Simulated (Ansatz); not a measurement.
Ansatz input

```yaml
crystal:
  lattice:
    - [-1.7912003493, 2.1830642444, 1.59865355]
    - [2.1830642444, -1.7912003493, 1.59865355]
    - [3.5924288649, 3.5924288649, -0.8809541082]
  atoms:
    - { symbol: Zr, position: [0.0416692371, 0.9583307629, 0.0], spin: 1.0 }
    - { symbol: Zr, position: [0.7083307629, 0.2916692371, 0.5], spin: 1.0 }
hamiltonian:
  xc: mr2scan
  pseudopotentials:
    kind: paw
    azcp:
      Zr: "pseudopotentials/Zr.paw.azcp"
basis:
  ecutwfc: 500
  fft_grid_basis: typed
kpoints:
  mp_grid: { grid: [18, 18, 10], shift: [0, 0, 0] }
magnetization:
  spin_polarized: true
scf:
  occupations: { method: fermi_dirac, width: 0.05 }
```

and its output:

```
Warning: 8 symmetry operations that the atoms keep within the bar at which the run's group was sought (crystal.symmetry.tolerance 1.0e-5, or twice it) were not taken beside the 4 unitary ones that the detection took (of a slab, those that keep its plane). If the more symmetric cell is meant, write the vectors of crystal.lattice to more decimals, or, with the positions in fractional coordinates, give it by lengths and angles (which lays the cell in the standard orientation, to which the deck's other Cartesian keys then refer), with the lengths that are meant to be equal typed equal, the angles likewise, and each angle that the symmetry fixes typed at its exact value (of a frozen-density pass: in the run whose state it reads). The detection then takes those 8 too, where the atoms keep them as a group. The lattice (crystal.lattice as typed, or as saved on a frozen-density pass laid at its state's geometry) misses each of them by more than the tolerance, the farthest off changing a squared length by the fraction 7.1e-5. The run does not impose them: its cell is that one, or, where this deck is also told that its lattice was moved onto its group, that cell laid onto the operations that were taken. If the cell is strained on purpose, what lies past the tolerance is rightly left out.
Engine: ansatz 0.2.0, x86_64-unknown-linux-gnu
Pseudopotentials: kind: paw
Pseudopotential: Zr, paw, valence charge 12, recommended cutoff 500 eV (meta_gga) 
Functional definition: m-r2SCAN
  exchange = m_r2scan_x
  correlation = m_r2scan_c
Crystal: 2 atoms, lattice volume = 47.021 Å³
Basis set: ecut = 500 eV, 1177 PW (Γ), exchange–correlation on 96×96×160 points (64 copies of the dense FFT grid, shifted against one another)
Bands: 17, of which v1, the nominal top of the filled ones, is band 12 counted from 1 (11 counted from 0)
Symmetry: 4 space group operations
Space group: C2/c (ITA 15), of the structure as read, at distance tolerance 3.6e-5 Å
Magnetic group: BNS 15.85 (UNI 92), of the structure as read, at distance tolerance 3.6e-5 Å
k-points: 866 of 3240
Non-local potential: Zr, projectors of the file, l = 0: 3, l = 1: 2, l = 2: 2, l = 3: 2
PAW form: soft (Blöchl's): semilocal exchange-correlation on the pseudo side does not see the compensation charge
PAW frozen core: Zr, regenerated for the run's functional (the file was generated under x = pbe(κ = 0.804, μ = 0.2195149727645171), c = pbe(β = 0.06672455060314922))
PAW one-centre angular grid: Zr, 590 points (default); XC on 160 Gauss nodes
Initial density: superposition of atomic densities (chi_scale 0.1, normalization cell)
Starting moments: Σ|m| = 2 μB on 2 of 2 sites
Initial wavefunctions: pseudopotential atomic-orbital guess
Functional: x = mr2scan, c = mr2scan; τ floored in thin density (d = 2e-4 eV/Å³)
iter 1 solved again at ethr=2.57e-3 eV; its pass at ethr=3.10e-3 eV (dr2=6.17e-1 eV) is discarded
SCF iter   1: F=—  HF=-8389.721535 eV  |F-HF|=—  |Δ(HF+E_count)|=         —  Δρ=3.02e-2 (↑3.02e-2 ↓1.44e-2)  dr2=6.87e-1  dr2_τ=1.61e-2  dr2_m=1.22e-1  M=0.936 μB ∫|m|=0.936 μB  β_m=0.56  ethr=2.57e-3  ⟨swp⟩=2.0  Hψ=172469  notcnv=0
Mixer restart at iter 1: flushing history
spin=Collinear: Kerker preconditioning applied to the charge; magnetization (m = ρ↑ − ρ↓) channel mixes plain (no charge-response kernel on spin).
SCF iter   2: F=—  HF=-8389.794140 eV  |F-HF|=—  |Δ(HF+E_count)|=   7.26e-2  Δρ=1.98e-2 (↑1.98e-2 ↓1.06e-2)  dr2=3.66e-1  dr2_τ=1.98e-3  dr2_m=4.26e-2  M=0.737 μB ∫|m|=0.737 μB  β_m=1.00  ethr=2.57e-3  ⟨swp⟩=2.0  Hψ=43736  notcnv=0  κ⁻¹=1.0e0(r=1)
SCF iter   3: F=—  HF=-8389.972011 eV  |F-HF|=—  |Δ(HF+E_count)|=   1.78e-1  Δρ=6.51e-3 (↑4.64e-3 ↓6.51e-3)  dr2=6.04e-2  dr2_τ=4.09e-4  dr2_m=1.28e-3  M=0.273 μB ∫|m|=0.273 μB  β_m=0.30  ethr=1.52e-3  ⟨swp⟩=2.4  Hψ=50228  notcnv=0  defer=49  κ⁻¹=5.4e-2(r=2)
SCF iter   4: F=—  HF=-8390.048182 eV  |F-HF|=—  |Δ(HF+E_count)|=         —  Δρ=4.25e-3 (↑2.90e-3 ↓4.25e-3)  dr2=8.64e-3  dr2_τ=1.99e-4  dr2_m=2.97e-3  M=0.000 μB ∫|m|=0.058 μB  β_m=0.30  ethr=2.52e-4  ⟨swp⟩=2.3  Hψ=52122  notcnv=0  defer=49
...
SCF iter  13: F=—  HF=-8390.052486 eV  |F-HF|=—  |Δ(HF+E_count)|=   5.74e-8  Δρ=2.88e-6 (↑2.88e-6 ↓2.66e-6)  dr2=1.58e-9  dr2_τ=1.17e-10  dr2_m=2.66e-9  M=-0.000 μB ∫|m|=0.000 μB  β_m=0.39  ethr=2.29e-10  ⟨swp⟩=2.2  Hψ=46224  notcnv=0  defer=49  κ⁻¹=1.4e-7(r=8)
SCF iter  14: F=—  HF=-8390.052486 eV  |F-HF|=—  |Δ(HF+E_count)|=   1.24e-8  Δρ=1.17e-6 (↑1.17e-6 ↓7.67e-7)  dr2=2.41e-10  dr2_τ=2.77e-11  dr2_m=3.06e-10  M=-0.000 μB ∫|m|=0.000 μB  β_m=0.68  ethr=6.57e-12  ⟨swp⟩=2.0  Hψ=49127  notcnv=0  defer=49  κ⁻¹=2.9e-6(r=8)
SCF iter  15: F=—  HF=-8390.052486 eV  |F-HF|=—  |Δ(HF+E_count)|=  6.20e-10  Δρ=3.91e-7 (↑3.91e-7 ↓2.92e-7)  dr2=6.81e-11  dr2_τ=2.04e-12  dr2_m=1.96e-11  M=-0.000 μB ∫|m|=0.000 μB  β_m=0.30  ethr=1.00e-12  ⟨swp⟩=2.0  Hψ=50640  notcnv=0  defer=49  κ⁻¹=9.9e-7(r=8)
SCF iter  16: F=-8390.052486 eV  HF=-8390.052486 eV  |F-HF|=3.46e-11  |Δ(HF+E_count)|=  1.13e-10  Δρ=1.81e-7 (↑1.80e-7 ↓1.81e-7)  dr2=2.51e-11  dr2_τ=8.66e-13  dr2_m=2.83e-12  M=-0.000 μB ∫|m|=0.000 μB  ethr=1.00e-12  ⟨swp⟩=1.0  Hψ=76975  notcnv=0
SCF 1 converged in 16 iterations: F = -8390.052486 eV  dr2 = 2.51e-11
WARN: the starting moments were not kept: the SCF closed with an absolute magnetisation of 2.3e-6 μB, where they sum to 2 μB in size (2 sites). That is at most 0.1 of that sum. Measured as dr2_m measures the in/out step, that magnetisation stands 5.0e-13 eV from none, at or under the dr2_threshold of 1.0e-7 eV: it is no larger than a step whose dr2_m would equal this threshold. The system may hold no moment; this SCF shows only that its start led to no more than that. To try another start: raise the starting moments (crystal.atoms[].spin, magnetization.per_species, magnetization.initial_magnetization, or on a non-collinear deck that types none of these the spinor_matrix: blocks that start its atoms; where the total moment is fixed, keep their sum and leave initial_magnetization as it is; typed ones take the place of any that the run laid by itself, positive ones on a crystal's lanthanoids without a Hubbard term where scf.initial_density.shell_occupations: [] is typed) or, if the notice of its spin-set hold's release reads "site moments contracting" or "site moments show no strong build", lengthen the hold (scf.mixing.spin_hold: { on: { confirm: 4 } }; for m-r²SCAN on two components see the key's manual first). Each may lead to a state that holds a moment. A second SCF, from the converged charge density, with the starting moments and any scf.initial_density.shell_occupations laid on it anew, would have followed, and was not run: the deck does not ask for one (magnetization.retry_lost_moments is false, the default). To let it run, set magnetization.retry_lost_moments: true and run the deck again, where that key's refused combinations let it; where memory then withholds it, that run's warning says so.
this state was not tested for a lower state beside it, because the mixer in use, unlike msr1, does not test its closes by its own steps (another_mixer; see scf.mixing.algorithm and scf.lower_state_search)
SCF converged after 16 iterations
Magnetization: -0.0000 μB (12.0000 up, 12.0000 down)
Absolute magnetization: 0.0000 μB (∫|ρ↑−ρ↓|, with the PAW one-centre terms)
Spin contamination: 0.0000 ħ² per cell (⟨S²⟩ above its minimum at these occupations)
Per-site moments (μB) at R_I (Å): [(-1.3949815127869622e-7, 1.3145813115757428), (-1.3949815149740267e-7, 1.3145813115757428)]
Free energy (F): -8390.052486 eV
Harris-Foulkes:  -8390.052486 eV  (|F-HF|=3.46e-11)
Internal energy: -8390.039046 eV  (E = F + TS)
E sigma→0 (E₀):  -8390.045766 eV
Entropy (-TS):   -0.013440 eV (-6.720 meV/atom)
Fermi energy:    13.898062 eV
--- Per-component energies (eV) ---
  E_band       = -216.743976
  E_kinetic    = 663.020843
  E_local      = -1258.306386  (includes V_loc(G=0)·N_el)
  E_nonlocal   = 159.881374
  E_hartree    = 388.167452
  E_xc         = -310.185070
  E_vxc        = -420.390648  (∫ρ·V_xc dr)
  E_paw        = -5942.025635  (= ΣΔE_a)
  E_vpaw       = -162.071120  (= ΣTr[D̂ρ^β])
  E_aug_tail   = 0.000018  (compensation charges beyond the density's cutoff)
  E_vtau       = 24.786961  (kinetic-family band-sum trace: ∫τ·v_τ [+ j·A + Jᵃ·Aᵃ] dr)
  E_ewald      = -2090.262158
  E_core_change = -0.329483  (= ΣΔE_core)
  E_smearing   = -0.013440  (= −TS)
  E_closure    = 0.000000  (closes the sum)
  Σ components = -8390.052486   (vs F -8390.052486, Δ=0.00e0)
```
